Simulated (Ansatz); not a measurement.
Input for Ansatz (plane-wave DFT, PAW):

```yaml
crystal:
  lattice:
    - [0.0, 3.7812664682, 3.7812664682]
    - [3.7812664682, 0.0, 3.7812664682]
    - [3.7812664682, 3.7812664682, 0.0]
  atoms:
    - { symbol: Ca, position: [0.0, 0.0, 0.0] }
    - { symbol: Au, position: [0.75, 0.75, 0.75] }
    - { symbol: Au, position: [0.3753009017, 0.8740972949, 0.3753009017] }
    - { symbol: Au, position: [0.3753009017, 0.3753009017, 0.8740972949] }
    - { symbol: Au, position: [0.3753009017, 0.3753009017, 0.3753009017] }
    - { symbol: Au, position: [0.8740972949, 0.3753009017, 0.3753009017] }
basis:
  ecutwfc: 420
kpoints:
  mp_grid: { grid: [8, 8, 8] }
hamiltonian:
  xc: pbesol
scf:
  occupations: { method: gaussian, width: 0.1 }
output:
  forces: true
  stress: true
  eigenvalues: true
relax:
  adjacent_minimum: "off"
  f_tol: 0.01
  max_steps: 30
```

Launched with
```bash
ansatz run input.yaml --threads 1 --pin off --max-ram 2560MiB --backend cpu --events-out ev --progress --plain --runs-dir out
```

All numbers below come from Ansatz 0.2.0, DFT PBEsol, scalar-relativistic, plane waves, PAW.

From the run's log, abridged:

```
Warning: output.stress: scf.convergence.dr2_threshold = 1e-7 eV (the SCF's general default) is looser than the 6e-10 eV advised for a printed stress (1e-10 eV for each atom of the cell: 6). ...
Pseudopotentials: kind: paw
Pseudopotential: Ca, paw, valence charge 10, recommended cutoff 420 eV (normal)
Pseudopotential: Au, paw, valence charge 19, recommended cutoff 420 eV (normal)
Functional definition: PBEsol
Crystal: 6 atoms, lattice volume = 108.129 Å³
Basis set: ecut = 420 eV, 2085 PW (Γ), exchange–correlation on 72×72×72 points (8 copies of the dense FFT grid, shifted against one another)
Bands: 63, of which v1, the nominal top of the filled ones, is band 53 counted from 1 (52 counted from 0)
Symmetry: 24 space group operations
Space group: F-43m (ITA 216), of the structure as read, at distance tolerance 4.8e-5 Å
k-points: 29 of 512 (time reversal used)
Initial density: superposition of atomic densities (neutral atoms: chi_scale 0, normalization atom), corrected by the library's trained network
Initial wavefunctions: pseudopotential atomic-orbital guess
Functional: x = pbesol(κ = 0.804, μ = 0.12345679), c = pbesol(β = 0.046)
SCF iter   1: F=—  HF=-66831.473995 eV  |F-HF|=—  |Δ(HF+E_count)|=         —  Δρ=4.22e-3  dr2=1.61e-2  ethr=1.77e-3  ⟨swp⟩=8.2  Hψ=7635  notcnv=0  defer=18
SCF iter   2: F=—  HF=-66831.470893 eV  |F-HF|=—  |Δ(HF+E_count)|=   3.10e-3  Δρ=2.25e-3  dr2=4.40e-3  ethr=1.53e-5  ⟨swp⟩=2.4  Hψ=2906  notcnv=0  defer=26
SCF iter   3: F=—  HF=-66831.469617 eV  |F-HF|=—  |Δ(HF+E_count)|=   1.28e-3  Δρ=5.88e-4  dr2=5.37e-4  ethr=4.19e-6  ⟨swp⟩=2.0  Hψ=2679  notcnv=0  defer=26
SCF iter   4: F=—  HF=-66831.469527 eV  |F-HF|=—  |Δ(HF+E_count)|=   8.96e-5  Δρ=2.47e-4  dr2=1.38e-4  ethr=5.11e-7  ⟨swp⟩=2.7  Hψ=3143  notcnv=0  defer=26
SCF iter   5: F=—  HF=-66831.469493 eV  |F-HF|=—  |Δ(HF+E_count)|=   3.45e-5  Δρ=8.41e-5  dr2=1.98e-5  ethr=1.32e-7  ⟨swp⟩=2.0  Hψ=2645  notcnv=0  defer=26
SCF iter   6: F=—  HF=-66831.469487 eV  |F-HF|=—  |Δ(HF+E_count)|=   5.49e-6  Δρ=2.78e-5  dr2=2.66e-6  ethr=1.89e-8  ⟨swp⟩=2.2  Hψ=2499  notcnv=0  defer=26
SCF iter   7: F=-66831.469486 eV  HF=-66831.469486 eV  |F-HF|=3.56e-7  |Δ(HF+E_count)|=   7.03e-7  Δρ=1.24e-5  dr2=4.62e-7  ethr=2.38e-9  ⟨swp⟩=9.0  Hψ=7125  notcnv=0
SCF 1 converged in 7 iterations: F = -66831.469486 eV  dr2 = 4.62e-7
relax step   1: F+E_penalty+E_count = -66831.46948602 eV  Δ(F+E_penalty+E_count) = +0.000e0 eV  max|allowed force component| = 7.630e-3 eV/Å  Δτ_max = 0.0000 Å  (7 SCF iters, dr2 threshold 2.50e-6 eV, accepted)
Initial density: handed on by an earlier stage of this run
Initial wavefunctions: those handed on with the density
SCF iter   1: F=—  HF=-66831.469488 eV  |F-HF|=—  |Δ(HF+E_count)|=         —  Δρ=1.24e-5  dr2=4.63e-7  ethr=4.41e-10  ⟨swp⟩=1.0  Hψ=4476  notcnv=0
SCF iter   2: F=—  HF=-66831.469486 eV  |F-HF|=—  |Δ(HF+E_count)|=   2.02e-6  Δρ=7.84e-6  dr2=2.12e-7  ethr=4.41e-10  ⟨swp⟩=1.2  Hψ=1748  notcnv=0
SCF iter   3: F=-66831.469486 eV  HF=-66831.469486 eV  |F-HF|=2.32e-8  |Δ(HF+E_count)|=   5.47e-8  Δρ=3.24e-6  dr2=3.31e-8  ethr=9.52e-11  ⟨swp⟩=4.4  Hψ=5124  notcnv=0
SCF 2 converged in 3 iterations: F = -66831.469486 eV  dr2 = 3.31e-8
relax step   2: F+E_penalty+E_count = -66831.46948623 eV  Δ(F+E_penalty+E_count) = -2.116e-7 eV  max|allowed force component| = 7.631e-3 eV/Å  Δτ_max = 0.0000 Å  (3 SCF iters, accepted)
SCF converged after 3 iterations
Free energy (F): -66831.469486 eV
Harris-Foulkes:  -66831.469486 eV  (|F-HF|=2.32e-8)
Internal energy: -66831.460042 eV  (E = F + TS)
E sigma→0 (E₀):  -66831.464764 eV
Entropy (-TS):   -0.009444 eV (-1.574 meV/atom)
Fermi energy:    18.623476 eV
--- Per-component energies (eV) ---
  E_band       = -1310.940686
  E_kinetic    = 3310.831155
  E_local      = -10656.448378  (includes V_loc(G=0)·N_el)
  E_nonlocal   = 446.948786
  E_hartree    = 4509.987750
  E_xc         = -1274.612418
  E_vxc        = -1551.147108  (∫ρ·V_xc dr)
  E_paw        = -48663.594751  (= ΣΔE_a)
  E_vpaw       = -1881.102285  (= ΣTr[D̂ρ^β])
  E_aug_tail   = 0.006907  (compensation charges beyond the density's cutoff)
  E_ewald      = -14506.245283
  E_core_change = 1.666190  (= ΣΔE_core)
  E_smearing   = -0.009444  (= −TS)
--- Forces (eV/Å), atoms counted from 1 ---
  atom   1  Ca     0.00000000     0.00000000     0.00000000
  atom   2  Au     0.00000000     0.00000000     0.00000000
  atom   3  Au     0.00763105    -0.00763105     0.00763105
  atom   4  Au     0.00763105     0.00763105    -0.00763105
  atom   5  Au    -0.00763105    -0.00763105    -0.00763105
  atom   6  Au    -0.00763105     0.00763105     0.00763105
--- Stress (GPa, compression-positive) ---
        8.983988       0.000000       0.000000
        0.000000       8.983988       0.000000
        0.000000       0.000000       8.983988
  P = ⅓ Tr σ = 8.9840 GPa (89.840 kbar)
--- Band table (eV; the first three rows and the last of 29) ---
  k-point 0: bands = ["-87.5922", "-87.5665", "-87.5665", "-87.5665", "-86.7995", "-39.3599", "-39.0927", "-39.0927", "-39.0927", "-38.9927", "-38.9927", "-38.8559", "-38.8559", "-38.8559", "-38.8427", "-38.8427", "-38.8427", "-38.1986", "-38.1986", "-38.1986", "-22.0988", "-3.2494", "-3.2494", "-3.2494", "8.3022", "10.5828", "11.0283", "11.0283", "11.0283", "12.0427", "12.0427", "12.4698", "12.4698", "12.4698", "14.1963", "14.1963", "14.3035", "14.3035", "14.3035", "14.9817", "14.9817", "14.9817", "15.3347", "15.3347", "15.3774", "15.3774", "15.3774", "17.0503", "17.0503", "17.0503", "17.8753", "18.5770", "18.5770", "18.5770", "20.4672", "20.6909", "20.6909", "22.5967", "22.5967", "22.5967" ...
  k-point 1: bands = ["-87.5915", "-87.5672", "-87.5665", "-87.5665", "-86.7995", "-39.3493", "-39.0914", "-39.0882", "-39.0882", "-38.9903", "-38.9903", "-38.8684", "-38.8589", "-38.8589", "-38.8468", "-38.8468", "-38.8427", "-38.1987", "-38.1986", "-38.1986", "-22.0988", "-3.2510", "-3.2493", "-3.2493", "8.4455", "10.6901", "11.0711", "11.1088", "11.1088", "12.0938", "12.0938", "12.4130", "12.5163", "12.5163", "14.1297", "14.1297", "14.2378", "14.3162", "14.3162", "14.9007", "14.9007", "14.9738", "15.1610", "15.1610", "15.1829", "15.5701", "15.5701", "16.6829", "16.6829", "17.0503", "17.1153", "18.5417", "18.7357", "18.7357", "20.7185", "20.7185", "20.7528", "22.7079", "22.7079", "22.9348" ...
  k-point 2: bands = ["-87.5895", "-87.5692", "-87.5665", "-87.5665", "-86.7995", "-39.3216", "-39.0868", "-39.0772", "-39.0772", "-38.9817", "-38.9817", "-38.9020", "-38.8754", "-38.8754", "-38.8503", "-38.8503", "-38.8427", "-38.1989", "-38.1986", "-38.1986", "-22.0986", "-3.2546", "-3.2489", "-3.2489", "8.8337", "10.9674", "11.2267", "11.3094", "11.3094", "12.2508", "12.2508", "12.2898", "12.6684", "12.6684", "13.9483", "13.9833", "13.9833", "14.1960", "14.1960", "14.6907", "14.7732", "14.7732", "14.9548", "15.0839", "15.0839", "15.6460", "15.6460", "15.9044", "16.0150", "16.0150", "17.0502", "18.3235", "18.9611", "18.9611", "20.8032", "20.8032", "21.2950", "22.7578", "22.7578", "22.9551" ...
  k-point 28: bands = ["-87.5798", "-87.5789", "-87.5665", "-87.5665", "-86.7995", "-39.1859", "-39.1775", "-39.0225", "-39.0207", "-38.9679", "-38.9622", "-38.9413", "-38.9390", "-38.8815", "-38.8805", "-38.8744", "-38.8744", "-38.1990", "-38.1987", "-38.1986", "-22.0981", "-3.2551", "-3.2524", "-3.2507", "10.7843", "10.8434", "11.8281", "12.0256", "12.2657", "12.3919", "12.4074", "12.5316", "12.9217", "12.9529", "13.2593", "13.3508", "13.5037", "13.5468", "13.6063", "13.9504", "14.2273", "14.2757", "14.5088", "14.5690", "15.1159", "15.3133", "15.4154", "15.5796", "15.6559", "15.9652", "16.0298", "16.3672", "17.1230", "20.4601", "20.7795", "21.7401", "21.8628", "22.3232", "23.5020", "23.616 ...
--- Relaxed structure (2 steps of the walk, 2 accepted, 0 SCFs on fresh bases) ---
  F+E_penalty+E_count = -66831.46948623 eV   max|allowed force component| = 7.631e-3 eV/Å
  atoms:
    - { symbol: Ca, position: [0.0, 0.0, 0.0] }
    - { symbol: Au, position: [0.75000000, 0.75000000, 0.75000000] }
    - { symbol: Au, position: [0.3753009017, 0.87409729, 0.37530090] }
    - { symbol: Au, position: [0.3753009017, 0.3753009017, 0.87409729] }
    - { symbol: Au, position: [0.3753009017, 0.3753009017, 0.3753009017] }
    - { symbol: Au, position: [0.87409729, 0.3753009017, 0.37530090] }
```

The relaxation met its thresholds.

Time: 38 s on 1 thread of Arm Neoverse V1 (shared host), peak memory 0.42 GiB.

Spin–orbit coupling is left out, which can shift energies with elements as heavy as these.